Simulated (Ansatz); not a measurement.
Relaxed-ion elastic tensor of MoW (rock salt, Fm-3m) in GPa (Voigt order), PBEsol (plane waves, PAW; program Ansatz); density 13.37 g/cm³, 17.37 Å³ per atom.

```
 494  82.8  82.8   0.0   0.0   0.0
82.8   494  82.8   0.0   0.0   0.0
82.8  82.8   494   0.0   0.0   0.0
 0.0   0.0   0.0  -104   0.0   0.0
 0.0   0.0   0.0   0.0  -104   0.0
 0.0   0.0   0.0   0.0   0.0  -104
```

### Question
Is the crystal mechanically stable?

### Answer
No: the smallest eigenvalue of C is -104 GPa.

The start of the workflow was typed in or built on a structure type; neither database checked (COD, Materials Project) lists it. Its standing as an ambient phase is unchecked. The PBEsol relaxation kept the symmetry of its start. At this level the phase is mechanically unstable. No spin polarisation was allowed. Its formation energy is positive at this level, so the cell may be metastable or incomplete. As this level gives no gap, shear constants depend on the k-mesh and smearing (Fermi–Dirac, 0.1 eV here). On the denser mesh and wider smearing of the elastic run this cell carries a stress of 0.3 GPa. Scalar-relativistic: spin–orbit coupling is off unless named, which matters more the heavier the elements.

Potentials: the earlier of the program's two PAW sets. The files were generated under PBE; for other functionals the program regenerates the frozen cores, and for LDA and PBEsol the local potential too.
